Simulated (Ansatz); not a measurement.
Input:

ZnCu:
```xyz
2
Lattice="2.9194 0.0000 0.0000 0.0000 2.9194 0.0000 0.0000 0.0000 2.9194" Properties=species:S:1:pos:R:3 pbc="T T T"
Zn     1.4597     1.4597     1.4597
Cu     0.0000     0.0000     0.0000
```

This is the r²SCAN-relaxed structure.

Question: All from DFT-r²SCAN in the program Ansatz with PAW potentials, unless another level is named. Give the formation energy from the elements (no fitted shifts).

Answer: -0.11 eV/atom.

Question: And the density of states at the Fermi level?

Answer: 0.24 states/eV per atom (mean over ±0.08 eV).

Space group Pm-3m (CsCl type). Symmetry was held in the r²SCAN relaxation. The run is not spin-polarised. The references are the lowest solids computed at this level, not always the standard phases.

Potentials: the earlier of the program's two PAW sets. The files were generated under PBE; for other functionals the program regenerates the frozen cores, and for LDA and PBEsol the local potential too.
